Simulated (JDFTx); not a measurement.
**Report: Pt(111) in implicit electrolytes**

Pt(111) slab cut from bulk Pt (space group Fm-3m, indices of the conventional cell, lattice of the Materials Project entry mp-126, not re-optimised): 6 atoms in 6 planes, a 1x1 cell of 6.73 Å² (|a| = 2.788, |b| = 2.788 Å), 11.5 Å between the outermost planes, cell height 27.4 Å, 8×8×1 k mesh, Fermi smearing 0.01 Ha, no spin polarisation.

Level of theory: PBE, GBRV ultrasoft potentials, plane waves to 20/100 Ha; code: JDFTx (a modified build). Outer atoms relaxed in vacuum, keeping the start's symmetry. The same nuclei were then put into each liquid, at zero charge and at set potentials or charges. The model has bare, unreconstructed faces and no explicit solvent. Potentials refer to SHE, placed 4.44 V below the bulk liquid's zero by convention. Convergence in thickness and k mesh wasn't tested for this slab.

In vacuum the work function is 5.63 eV, which would put the uncharged electrode at 1.19 V vs SHE if the liquid did nothing. Each liquid moves the Fermi level of the neutral slab, now counted from the bulk liquid: CANDLE, water, 2 M NaF by 0.27 eV, to a potential of zero charge of 0.92 V; SCCS (g09 parameters), water, 2 M NaF by 0.10 eV, to a potential of zero charge of 1.09 V. The models of water differ by 0.17 V among themselves.

Charging:

```tsv
liquid	U − U_pzc (V)	σ (μC/cm²)	σ/(U − U_pzc) (μF/cm²)	Δγ (mJ/m²)
CANDLE, water	0.88	10.8	12	-47
CANDLE, water	1.20	15.0	13	-88
```

The mean capacitance runs from 12 to 13 μF/cm². Δγ, the grand free energy per area against the neutral surface, is negative throughout, since charging at a held potential lowers it. The cavity function reaches one half at 3.2 Å (CANDLE, water), 2.7 Å (SCCS (g09 parameters), water) above the top atoms; the models define their cavities differently. CANDLE's negatively charged runs are left out, as they depend on the cell height. No specific adsorption of ions or solvent is in these numbers.
